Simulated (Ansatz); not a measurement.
BN with Fe replacing B — ⁵⁷Fe Mössbauer parameters

Cell: a supercell of BN (space group P6_3/mmc) built from a Materials Project structure (computed, not necessarily an observed phase), with the ions relaxed around the defect (PBE).

Space group P-6m2 (No. 187); a = 7.5049, c = 7.3693 Å, γ = 120.00°.

| site | Wyckoff | site symmetry | x | y | z |
| --- | --- | --- | --- | --- | --- |
| Fe | 1b | -6m2 | 0.0000 | 0.0000 | 0.5000 |
| B2 | 6m | m.. | 0.9990 | 0.3402 | 0.5000 |
| B6 | 1d | -6m2 | 0.3333 | 0.6667 | 0.5000 |
| B8 | 1f | -6m2 | 0.6667 | 0.3333 | 0.5000 |
| B10 | 3j | mm2 | 0.8890 | 0.1110 | 0.0000 |
| B11 | 3j | mm2 | 0.8889 | 0.4444 | 0.0000 |
| B14 | 3j | mm2 | 0.2221 | 0.4443 | 0.0000 |
| N19 | 3k | mm2 | 0.7416 | 0.8708 | 0.5000 |
| N20 | 3k | mm2 | 0.7772 | 0.2228 | 0.5000 |
| N24 | 3k | mm2 | 0.1122 | 0.5561 | 0.5000 |
| N28 | 3j | mm2 | 0.7777 | 0.8889 | 0.0000 |
| N29 | 3j | mm2 | 0.7778 | 0.2222 | 0.0000 |
| N33 | 3j | mm2 | 0.1111 | 0.5556 | 0.0000 |

One atom of each set is listed.

All values are calculated (Ansatz; DFT, PBE, plane waves and PAW, scalar-relativistic, collinear spin, 420 eV cutoff, Γ-centred 3×3×3 k-points, Fermi–Dirac smearing 0.01 eV), not measured. Start moments as typed (μB): 5 on each Fe, none on the rest. The program fits them to the shells of the files, so those used differ somewhat.

Isomer shifts (against α-Fe) follow from the electron density at the nucleus, δ = α(ρ − ρ₀), with α = -0.366 mm s⁻¹ a₀³ and ρ₀ = 14904.00 a₀⁻³ from a line fitted to 10 measured compounds at this level of theory (rms miss 0.11 mm/s). ΔE_Q = ½eQV_zz(1 + η²/3)^½ with Q = 0.160 b for the 14.4 keV state. B_c is the Fermi-contact field along the atom's own moment; orbital and dipolar fields are not included.

(1) Where do the absorption lines lie when the magnetic splitting is averaged out (above the ordering temperature, with the gradients of this state)?

(2) And the six lines of Fe from the contact field alone, leaving the quadrupole term aside?

Answers

(1) Fe (1 atom a cell): δ = -1.05, |ΔE_Q| = 0.15 mm/s, a doublet at -1.13 and -0.97 mm/s.

(2) With |B_c| = 12.7 T and nuclear moments 0.090604 and -0.15532 μN the lines lie at -3.09, -2.23, -1.37, -0.73, 0.13, 1.00 mm/s, in the ratio 3:2:1:1:2:3 for a powder.

The defect repeats with the cell of 36 atoms, so it feels its images: sites between two images don't show the values beside a lone defect, and zeros or small values of η there can come from the images' arrangement. The relaxation keeps the site symmetry -6m2 of the start, so the impurity can't leave its site; a distortion that would localise the partly filled state isn't explored. The defect cell has no gap above 0.1 eV on its mesh, so the values can hang on the smearing and the k-mesh. With these PAW files V_zz is typically within 2 to 3 % of all-electron values, but misses above 10 % occur on Fe. The cell keeps the host's lattice, where the PBE pressure is 13 GPa. Shifts outside the range of the fitted compounds (-0.1 to 1.5 mm/s for Fe) are extrapolations. Semilocal functionals underestimate the core's spin polarisation, so contact fields of ionic iron come out too small in magnitude. On Fe B_c is a small difference of large parts, and can be wrong severalfold and even in sign.

The relaxation (6 steps) took 5.5 min of wall time (5.5 min of CPU time) and 1.1 GiB at its peak, on 1 thread of Arm Neoverse V2 (aarch64; 8 cores open to the job, memory cap 3.0 GiB, no GPU), a shared host with a load of 0.3 a core.
